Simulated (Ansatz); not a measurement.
**From the elastic tensor of CuSn to moduli and sound speeds**

Computed with DFT LDA, scalar-relativistic, plane waves, PAW (Ansatz). Cutoff 420 eV, 12×12×8 k-points (Γ-centred), Fermi-Dirac smearing of 0.15 eV. No spin polarisation.

The structure is hexagonal, space group P6_3/mmc (No. 194). The conventional cell has a = 4.074 Å, b = 4.074 Å, c = 4.928 Å, α = 90.00°, β = 90.00°, γ = 120.00°. Cu (site symmetry -3m) has 2 Cu at 2.46 Å and 6 Sn at 2.66 Å as nearest neighbours. Around Sn (site symmetry -6m2) lie 6 Cu at 2.66 Å.

In a metal, frequencies and elastic constants depend on the k mesh and the smearing, soft modes and shear constants most.

Relaxed-ion constants (GPa, on the Cartesian axes of the calculation):
```
147.1  88.2  64.1   0.0   0.0   0.0
 88.2 147.1  64.1   0.0   0.0   0.0
 64.2  64.2 180.4   0.0   0.0   0.0
  0.0   0.0   0.0  59.1   0.0   0.0
  0.0   0.0   0.0   0.0  59.1   0.0
  0.0   0.0   0.0   0.0   0.0  29.4
```

Density 8.545 g/cm³; 4 atoms in 70.83 Å³.

The values that follow are for a polycrystal of randomly turned grains, by Hill's mean where one number stands.

| Property | Result |
| --- | --- |
| Bulk modulus, Voigt / Reuss / Hill | 100.8 / 100.8 / 100.8 GPa |
| Shear modulus, Voigt / Reuss / Hill | 46.7 / 41.9 / 44.3 GPa |
| Young's modulus | 116 GPa |
| Poisson ratio | 0.308 |
| Pugh ratio B/G | 2.28 (over 1.75, the rule of thumb for ductile) |
| Universal anisotropy index | 0.58 |
| Longitudinal and transverse sound speeds | 4325 and 2277 m/s |
| Debye temperature from the mean sound speed | 291 K |